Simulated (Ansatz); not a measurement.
Relaxation of a generated trial cell of C in the beta-Sn structure type; 2 atoms in the cell, which starts as I4₁/amd, origin choice 1 (No. 141), tI4; a = b = 3.8303 Å, c = 2.0898 Å, α = β = γ = 90.00°. These are r2SCAN (plane waves to 500 eV, PAW, scalar-relativistic; Ansatz, an electronic-structure program) values and carry that method's errors. Γ-centred k-mesh 12×12×12 on the run's cell (coarser than for final values), Fermi–Dirac smearing 0.05 eV. This is the first round of the run. 

The optimiser's lines from the output (shortened; P is positive under compression):

```
relax step   1: F+E_penalty+E_count = -496.07046848 eV  Δ(F+E_penalty+E_count) = +0.000e0 eV  max|allowed force component| = 2.776e-17 eV/Å  Δτ_max = 0.0000 Å  P = -52.665 GPa  Ω = 15.330 Å³  (6 SCF iters, dr2 threshold 1.00e-7 eV, accepted)
relax step   2: F+E_penalty+E_count = -496.68104212 eV  Δ(F+E_penalty+E_count) = -6.106e-1 eV  max|allowed force component| = 1.388e-17 eV/Å  Δτ_max = 0.0000 Å  P = -45.410 GPa  Ω = 13.596 Å³  (5 SCF iters, dr2 threshold 2.00e-7 eV, accepted)
relax step   3: F+E_penalty+E_count = -497.18192056 eV  Δ(F+E_penalty+E_count) = -5.009e-1 eV  max|allowed force component| = 1.388e-17 eV/Å  Δτ_max = 0.0000 Å  P = -32.015 GPa  Ω = 12.212 Å³  (5 SCF iters, dr2 threshold 2.00e-7 eV, accepted)
relax step   4: F+E_penalty+E_count = -497.62048471 eV  Δ(F+E_penalty+E_count) = -4.386e-1 eV  max|allowed force component| = 6.072e-18 eV/Å  Δτ_max = 0.0000 Å  P = -4.393 GPa  Ω = 11.153 Å³  (5 SCF iters, dr2 threshold 2.00e-7 eV, accepted)
relax step   5: F+E_penalty+E_count = -498.03154301 eV  Δ(F+E_penalty+E_count) = -4.111e-1 eV  max|allowed force component| = 1.388e-17 eV/Å  Δτ_max = 0.0000 Å  P = +30.149 GPa  Ω = 10.429 Å³  (5 SCF iters, dr2 threshold 2.00e-7 eV, accepted)
relax step   6: F+E_penalty+E_count = -498.46913407 eV  Δ(F+E_penalty+E_count) = -4.376e-1 eV  max|allowed force component| = 1.110e-16 eV/Å  Δτ_max = 0.0000 Å  P = +36.437 GPa  Ω = 10.375 Å³  (5 SCF iters, dr2 threshold 2.00e-7 eV, accepted)
relax step   7: F+E_penalty+E_count = -498.97760357 eV  Δ(F+E_penalty+E_count) = -5.085e-1 eV  max|allowed force component| = 6.939e-18 eV/Å  Δτ_max = 0.0000 Å  P = +43.066 GPa  Ω = 10.317 Å³  (5 SCF iters, dr2 threshold 2.00e-7 eV, accepted)
relax step   8: F+E_penalty+E_count = -499.50771391 eV  Δ(F+E_penalty+E_count) = -5.301e-1 eV  max|allowed force component| = 2.776e-17 eV/Å  Δτ_max = 0.0000 Å  P = +39.548 GPa  Ω = 10.418 Å³  (5 SCF iters, dr2 threshold 2.00e-7 eV, accepted)
relax step   9: F+E_penalty+E_count = -500.08562253 eV  Δ(F+E_penalty+E_count) = -5.779e-1 eV  max|allowed force component| = 1.388e-17 eV/Å  Δτ_max = 0.0000 Å  P = +49.363 GPa  Ω = 10.251 Å³  (5 SCF iters, dr2 threshold 2.00e-7 eV, accepted)
relax step  10: F+E_penalty+E_count = -500.63923854 eV  Δ(F+E_penalty+E_count) = -5.536e-1 eV  max|allowed force component| = 6.939e-18 eV/Å  Δτ_max = 0.0000 Å  P = +56.878 GPa  Ω = 10.127 Å³  (5 SCF iters, dr2 threshold 2.00e-7 eV, accepted)
relax step  11: F+E_penalty+E_count = -501.14113107 eV  Δ(F+E_penalty+E_count) = -5.019e-1 eV  max|allowed force component| = 1.388e-17 eV/Å  Δτ_max = 0.0000 Å  P = +48.975 GPa  Ω = 10.249 Å³  (4 SCF iters, dr2 threshold 2.00e-7 eV, accepted)
relax step  12: F+E_penalty+E_count = -501.59779178 eV  Δ(F+E_penalty+E_count) = -4.567e-1 eV  max|allowed force component| = 0.000e0 eV/Å  Δτ_max = 0.0000 Å  P = +45.149 GPa  Ω = 10.295 Å³  (5 SCF iters, dr2 threshold 2.00e-7 eV, accepted)
relax step  13: F+E_penalty+E_count = -501.98846294 eV  Δ(F+E_penalty+E_count) = -3.907e-1 eV  max|allowed force component| = 1.388e-17 eV/Å  Δτ_max = 0.0000 Å  P = +41.626 GPa  Ω = 10.328 Å³  (5 SCF iters, dr2 threshold 2.00e-7 eV, accepted)
relax step  14: F+E_penalty+E_count = -502.30494938 eV  Δ(F+E_penalty+E_count) = -3.165e-1 eV  max|allowed force component| = 4.163e-17 eV/Å  Δτ_max = 0.0000 Å  P = +33.956 GPa  Ω = 10.424 Å³  (5 SCF iters, dr2 threshold 2.00e-7 eV, accepted)
relax step  15: F+E_penalty+E_count = -502.53053355 eV  Δ(F+E_penalty+E_count) = -2.256e-1 eV  max|allowed force component| = 1.110e-16 eV/Å  Δτ_max = 0.0000 Å  P = +23.185 GPa  Ω = 10.575 Å³  (5 SCF iters, dr2 threshold 2.00e-7 eV, accepted)
relax step  16: F+E_penalty+E_count = -502.66581793 eV  Δ(F+E_penalty+E_count) = -1.353e-1 eV  max|allowed force component| = 6.939e-17 eV/Å  Δτ_max = 0.0000 Å  P = +11.395 GPa  Ω = 10.752 Å³  (5 SCF iters, dr2 threshold 2.00e-7 eV, accepted)
relax step  17: F+E_penalty+E_count = -502.71210469 eV  Δ(F+E_penalty+E_count) = -4.629e-2 eV  max|allowed force component| = 3.469e-17 eV/Å  Δτ_max = 0.0000 Å  P = +0.229 GPa  Ω = 10.925 Å³  (5 SCF iters, dr2 threshold 2.00e-7 eV, accepted)
relax step  18: F+E_penalty+E_count = -502.71212528 eV  Δ(F+E_penalty+E_count) = -2.059e-5 eV  max|allowed force component| = 6.939e-18 eV/Å  Δτ_max = 0.0000 Å  P = -0.000 GPa  Ω = 10.929 Å³  (2 SCF iters, dr2 threshold 2.00e-7 eV, accepted)
relax step  19: F+E_penalty+E_count = -503.04290249 eV  Δ(F+E_penalty+E_count) = -3.308e-1 eV  max|allowed force component| = 2.082e-17 eV/Å  Δτ_max = 0.0000 Å  P = +15.234 GPa  Ω = 10.929 Å³  stress off target by 4.52e1 GPa  SCF on the basis re-selected at this cell (its energy is not comparable with the rows above)  (6 SCF iters)
relax step  20: F+E_penalty+E_count = -503.10214263 eV  Δ(F+E_penalty+E_count) = -5.924e-2 eV  max|allowed force component| = 1.110e-16 eV/Å  Δτ_max = 0.0000 Å  P = +4.589 GPa  Ω = 11.170 Å³  (5 SCF iters, dr2 threshold 2.00e-7 eV, accepted)
relax step  21: F+E_penalty+E_count = -503.10686053 eV  Δ(F+E_penalty+E_count) = -4.718e-3 eV  max|allowed force component| = 4.857e-17 eV/Å  Δτ_max = 0.0000 Å  P = +0.003 GPa  Ω = 11.282 Å³  (4 SCF iters, dr2 threshold 2.00e-7 eV, accepted)
relax step  22: F+E_penalty+E_count = -503.10686527 eV  Δ(F+E_penalty+E_count) = -4.741e-6 eV  max|allowed force component| = 1.388e-17 eV/Å  Δτ_max = 0.0000 Å  P = -0.002 GPa  Ω = 11.282 Å³  (2 SCF iters, dr2 threshold 2.00e-7 eV, accepted)
relax step  23: F+E_penalty+E_count = -503.10696952 eV  Δ(F+E_penalty+E_count) = -1.042e-4 eV  max|allowed force component| = 1.388e-17 eV/Å  Δτ_max = 0.0000 Å  P = -0.009 GPa  Ω = 11.282 Å³  stress off target by 1.46e-2 GPa  SCF on the basis re-selected at this cell (its energy is not comparable with the rows above)  (4 SCF iters)
```

From the first to the last row the energy changes by -3.52 eV/atom and the volume by -26.4 %. The last row is marked as not comparable with the walk above it, whose basis was carried along; it does compare with step 1, since both stand on a basis selected at the nominal cutoff for their own cell.

Energy and pressure jump between steps 18 and 19 at one geometry, where the plane-wave basis was selected anew. While the cell walks, the set of plane waves is carried along, so its effective cutoff drifts with the strain; re-selecting it at 500 eV moved the energy by -0.165 eV/atom and the pressure by 15.2 GPa. Only step 1 and rows on a re-selected basis compare with each other.

Later rounds, restarted from the end of this one on a renewed k-mesh, logged 4 more steps and released under 1 meV/atom more. The final structure after all rounds: Fd-3m, origin choice 1 (No. 227), cF8, diamond type; a = b = c = 3.560 Å, α = β = γ = 90.00°. Between re-selections the logged energies stand on a plane-wave basis carried along with the cell. No spin polarisation in the result.

The run could not lose the symmetry of its start; a randomly shaken copy of 4 atoms returns to this structure.

All atoms sit on sites fixed by symmetry, so only the cell could relax.
